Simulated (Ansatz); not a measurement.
HfB$_{2}$:
```yaml
crystal:
  lattice:
    - [3.14507, 0.00000, 0.00000]
    - [-1.57254, 2.72371, 0.00000]
    - [0.00000, 0.00000, 3.48744]
  atoms:
    - { symbol: Hf, position: [0.00000, 0.00000, 0.00000] }
    - { symbol: B, position: [0.33333, 0.66667, 0.50000] }
    - { symbol: B, position: [0.66667, 0.33333, 0.50000] }
```

Relaxed with PBE.

**Question.** Map the electron localisation function on the plane through (0.000, 0.000, 0.000) spanned by u = [0, 0, 1] and v = [1, -1, 0] in lattice vectors, from DFT-PBE in the program Ansatz with PAW potentials.

**Answer.** x is the fraction of u, y of v (the angle between them is 90°; rows are the nearest grid lines); atoms in the plane: Hf at (0.00, 0.00), B at (0.50, 0.33), B at (0.50, 0.67).
```
|%@@@*: .... :*@@@%|
|@@@@+:..::..:+@@@@|
|@@@#=..::::..=#@@@|
|**=:.:=++++=:.:=**|
|::..:=******=:..::|
|..:-+*#*++*#*+-:..|
|::-+##*=::=*##+-::|
|==+###+.  .+###+==|
|=+*#%#=    =#%#*+=|
|-=+*#%#+--+#%#*+=-|
|--=+#%%%%%%%%#+=--|
|::-+*%@@@@@@%*+-::|
|::-+*%@@@@@@%*+-::|
|--=+#%%%%%%%%#+=--|
|-=+*#%#+--+#%#*+=-|
|=+*#%#=    =#%#*+=|
|==+###+.  .+###+==|
|::-+##*=::=*##+-::|
|..:-+*#*++*#*+-:..|
|::..:=******=:..::|
|**=:.:=++++=:.:=**|
|@@@#=..::::..=#@@@|
|@@@@+:..::..:+@@@@|
|%@@@*: .... :*@@@%|
```
Scale: ten equal steps from 0.001 (start of ' ') to 0.850 (end of '@'), in the order ' .:-=+*#%@'; x runs from 0.000 to 1.00, y from 0.000 (bottom) to 1.00 (top).

The density is the valence pseudo-density with augmentation charge, so density and ELF within about 1 Å of a nucleus are not all-electron values.

Space group P6/mmm. The cell was relaxed with PBE under the symmetry of its start; of distortions, only those at the zone centre were tested. The run is not spin-polarised. Scalar-relativistic: spin–orbit coupling is off unless named, which matters more the heavier the elements.

Potentials: the later of the program's two PAW sets.
